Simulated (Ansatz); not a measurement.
In PBEsol in the plane-wave PAW code Ansatz, GaAs in the hexagonal phase (P6_222; Ga on 3d, As on 3c) relaxes to a = 4.018 Å, c = 8.781 Å. Against the elements it lies at -0.15 eV/atom, with no fitted shifts.

Electronic character: no gap, with almost no states at the Fermi level (zero-gap or semimetallic). Gap from PBEsol with spin–orbit coupling: none (metallic).

The bulk modulus is 73.9 GPa. The highest mode at Γ lies at 277 cm⁻¹.

The start of the workflow was typed in or built on a structure type; neither database checked (COD, Materials Project) lists it. It is not the phase usual at ambient conditions (space group No. 216). Symmetry was held in the PBEsol relaxation; of distortions, only those at the zone centre were tested. As this level gives no gap, phonon frequencies hold no LO–TO term and depend on the k-mesh and smearing (Fermi–Dirac, 0.1 eV here). Point labels and valley counts follow the cell and symmetry of the run, lower than the named group. The references are the lowest solids computed at this level, not always the standard phases. Scalar-relativistic: spin–orbit coupling is off unless named, which matters more the heavier the elements.

Potentials: the later of the program's two PAW sets.
